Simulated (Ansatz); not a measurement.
Relaxing a structure of Rh

The start is a generated cell, Rh placed in the AFLOW prototype A_tP12_96_ab (as in Si). The structure is fully relaxed (lattice and positions, P = 0) with PBE (plane waves to 420 eV, PAW, scalar-relativistic; Ansatz, a program for electronic structure). The first steps use a coarse 5×5×4 k-mesh.

The start:
```yaml
crystal:
  lattice:
    - [5.07420, 0.00000, 0.00000]
    - [0.00000, 5.07420, 0.00000]
    - [0.00000, 0.00000, 6.39349]
  atoms:
    - { symbol: Rh, position: [0.08490, 0.08490, 0.00000] }
    - { symbol: Rh, position: [0.58490, 0.41510, 0.25000] }
    - { symbol: Rh, position: [0.41510, 0.58490, 0.75000] }
    - { symbol: Rh, position: [0.91510, 0.91510, 0.50000] }
    - { symbol: Rh, position: [0.17520, 0.37920, 0.27420] }
    - { symbol: Rh, position: [0.67520, 0.12080, 0.97580] }
    - { symbol: Rh, position: [0.32480, 0.87920, 0.47580] }
    - { symbol: Rh, position: [0.82480, 0.62080, 0.77420] }
    - { symbol: Rh, position: [0.62080, 0.82480, 0.22580] }
    - { symbol: Rh, position: [0.12080, 0.67520, 0.02420] }
    - { symbol: Rh, position: [0.87920, 0.32480, 0.52420] }
    - { symbol: Rh, position: [0.37920, 0.17520, 0.72580] }
```

- Energy released = about 1.6 eV/atom
- Shortest distances (start → end) = The closest pairs of elements (up to four, under 3.6 Å), start → end: Rh–Rh 2.09 → 2.51 Å
- Band gap at the end = no gap (metallic)
- Optimiser moves = 22

Final structure:

```cif
data_Rh12
_chemical_formula_sum 'Rh12'
_space_group_name_H-M_alt 'P43212'
_space_group_IT_number 96
_space_group_name_Hall 'P 4nw 2abw'
_cell_length_a 4.86192
_cell_length_b 4.86192
_cell_length_c 7.56977
_cell_angle_alpha 90.000
_cell_angle_beta 90.000
_cell_angle_gamma 90.000
loop_
_atom_site_label
_atom_site_type_symbol
_atom_site_symmetry_multiplicity
_atom_site_Wyckoff_symbol
_atom_site_fract_x
_atom_site_fract_y
_atom_site_fract_z
_atom_site_occupancy
Rh1 Rh 4 a 0.26813 0.26813 0.50000 1
Rh2 Rh 8 b 0.41038 0.26362 0.16494 1
```

Final values are on a 8×8×5 k-mesh of the relaxed cell. The start holds a very short contact (Rh–Rh 2.09 Å). No spin polarisation in the result.

The run could not lose the symmetry of its start: the end is stationary, and may be a saddle point rather than a minimum.

The relaxed structure here is a generated cell of Rh: the first start was made by placing the elements on the sites of a structure type, and the end was not matched to a known phase here, so it may be hypothetical. Known forms of Rh include space group No. 225.
